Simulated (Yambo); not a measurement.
Yambo run on CaCd₂P₂ (space group P-3m1, No. 164). The wavefunctions are LDA (pw.x of Quantum ESPRESSO, ONCV potentials, scalar-relativistic) ones on a 3×3×2 mesh (30 occupied bands); a = b = 4.2923 Å, c = 7.0555 Å, α = β = 90.00°, γ = 120.00°.

Yambo input:

```
rim_cut
gw0
dyson
el_el_corr
HF_and_locXC
ppa
em1d
RandQpts= 1000000
RandGvec= 1 Ry
EXXRLvcs= 102 Ry
VXCRLvcs= 408 Ry
Chimod= "HARTREE"
% BndsRnXp
 10 | 123 |
%
NGsBlkXp= 5 Ry
% LongDrXp
 1.0 | 1.0 | 1.0 |
%
PPAPntXp= 27.2114 eV
% GbndRnge
 1 | 123 |
%
GTermKind= "BG"
DysSolver= "n"
ExtendOut
% QPkrange
 1 | 1 | 30 | 31 |
%
```

k points by index: 1 = Γ.

The o-*.qp file then holds:

```
#    K-point    Band    Eo [eV]    E [eV]    E-Eo [eV]    Vxc [eV]    Vnlxc [eV]    Sc|Eo [eV]    Sc|E [eV]    dSc/dw|Eo [eV]    Re(Z)    Im(Z)
#
    1    30    0.000000    -0.336183    -0.336183    -13.19778    -15.08414    1.455816    1.550179    -7.636049    0.780869    -0.001500
    1    31    0.657329    1.086707    0.429378    -11.03405    -6.718460    -3.774599    -3.886216    -7.071598    0.793726    -0.001449
```
(The two width columns are left out.) Convergence of these settings isn't established.

Spin-orbit coupling is not included.

Geometry of the Materials Project entry, not relaxed at this level.
